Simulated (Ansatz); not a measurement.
ScF3, DFT, LDA, all-electron LAPW, scalar-relativistic (Ansatz 0.2.0), run on 1 thread of Arm Neoverse V1 on a shared host.

The cell comes from COD entry 4127282, which wasn't checked; take it as a given geometry. The listed cell was then made from it by scaling, straining or moving an atom.

Command: `ansatz run input.yaml --threads 1 --pin off --max-ram 4096MiB --backend cpu --events-out ev --progress --plain --runs-dir out`

```yaml
crystal:
  lattice:
    - [4.0257804966, 0.0, 0.0]
    - [0.0, 4.0257804966, 0.0]
    - [0.0, 0.0, 4.0257804966]
  atoms:
    - { symbol: Sc, position: [0.0, 0.0, 0.0] }
    - { symbol: F, position: [0.5, 0.0, 0.0] }
    - { symbol: F, position: [0.0, 0.5, 0.0] }
    - { symbol: F, position: [0.0, 0.0, 0.5] }
kpoints:
  mp_grid: { grid: [6, 6, 6] }
  band_path:
    path:
      - [0.0, 0.0, 0.0]
      - [0.0, 0.5, 0.0]
      - [0.5, 0.5, 0.0]
      - [0.0, 0.0, 0.0]
      - [0.5, 0.5, 0.5]
      - [0.0, 0.5, 0.0]
      - [0.5, 0.5, 0.5]
      - [0.5, 0.5, 0.0]
    npoints: 5
scf:
  occupations: { method: fermi_dirac, width: 0.02 }
hamiltonian:
  xc: lda
  pseudopotentials: { kind: all_electron, lapw: { basis_error: 0.001 } }
output:
  forces: true
  stress: true
  eigenvalues: true
```

Problem. How large is the problem that the program sets up?

Solution. 20 irreducible k-points, 1141 plane waves at Γ, 24 bands.

Problem. About how long does it take, and how much memory does it use?

Solution. 28 s of wall time for 9 SCF iterations, with a peak of 0.34 GiB. Times on shared machines scatter by tens of per cent.
